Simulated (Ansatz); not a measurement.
**Ba$_{3}$Na: what symmetry allows forces and stress to be**

```xyz
4
Lattice="6.2326 0.0000 0.0000 0.0000 6.2326 0.0000 0.0000 0.0000 6.2326" Properties=species:S:1:pos:R:3 pbc="T T T"
Na    0.0000    0.0000    0.0000
Ba    0.0000    3.1163    3.1163
Ba    3.1163    0.1500    3.1163
Ba    3.1163    3.1163    0.0000
```

The calculation used DFT PBEsol, scalar-relativistic, plane waves, PAW (Ansatz 0.2.0).

Settings: cutoff 420 eV, Γ-centred mesh 6×6×6 on the computed 4-atom cell, Gaussian smearing of 0.10 eV; no spin polarisation.

This distorted cell has space group P4mm, with 8 operations.

Question: Without a calculation: in which directions can each atom feel a force?

Answer: A force must be left unchanged by every operation that keeps its atom in place, so it lies in the space that those operations leave fixed. Atoms that the group maps onto each other feel forces of one size.
| atom | site symmetry | operations at the site | equivalent to atom | allowed force (Cartesian) |
| --- | --- | --- | --- | --- |
| Na1 | 4mm | 8 | 1 | along (0.00, 1.00, 0.00) |
| Ba2 | 2mm. | 4 | 2 | along (0.00, 1.00, 0.00) |
| Ba3 | 4mm | 8 | 3 | along (0.00, 1.00, 0.00) |
| Ba4 | 2mm. | 4 | 2 | along (0.00, 1.00, 0.00) |

That leaves 3 independent force components of 12, tied by 1 condition that the forces sum to zero, so 2 remain. A relaxation in this cell that keeps the symmetry moves the atoms in these directions alone.

Question: And the stress tensor?

Answer: It must be invariant under the point group, which leaves 2 independent components: yz, xz, xy vanish; xx = zz.

Question: Do the computed values obey this?

Answer: Yes. Forces (eV/Å):
```
Na1  0.000  0.019  0.000
Ba2  0.000  0.131  0.000
Ba3  0.000 -0.282  0.000
Ba4  0.000  0.131  0.000
```

Stress (GPa, compression positive, xx yy zz yz xz xy): -0.71 -0.73 -0.71 0.00 0.00 0.00. The program imposes the same operations on density, forces and stress, so this confirms the analysis and is no independent test of the calculation.